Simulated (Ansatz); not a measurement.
LiF:
```xyz
2
Lattice="0.0000 1.9951 1.9951 1.9951 0.0000 1.9951 1.9951 1.9951 0.0000" Properties=species:S:1:pos:R:3 pbc="T T T"
Li     0.0000     0.0000     0.0000
F      1.9951     1.9951     1.9951
```

Relaxed with r²SCAN. Special points in fractions of this cell's reciprocal vectors: Γ (0.000, 0.000, 0.000); X (0.500, 0.000, 0.500); U (0.625, 0.250, 0.625); K (0.375, 0.375, 0.750); L (0.500, 0.500, 0.500); W (0.500, 0.250, 0.750).

Q: List the band energies nearest the valence-band maximum at these points for DFT-r²SCAN in the program Ansatz with PAW potentials.

A: In eV from the valence-band maximum; about four levels below and three above (degenerate sets whole), none deeper than 8.9 eV; … stands for higher levels left out; points with the same levels are listed once.

```json
[
 {"k": "Γ", "below": "0.00 0.00 0.00", "above": "10.33 …"},
 {"k": "X", "below": "-3.11 -1.04 -1.04", "above": "16.31 …"},
 {"k": "U", "below": "-2.58 -1.62 -0.77", "above": "15.85 …"},
 {"k": "L", "below": "-2.61 -0.25 -0.25", "above": "12.01 …"},
 {"k": "W", "below": "-2.15 -2.15 -0.84", "above": "…"}
]
```

Space group Fm-3m (rock salt). The cell was relaxed with r²SCAN under the symmetry of its start.

Potentials: the later of the program's two PAW sets.
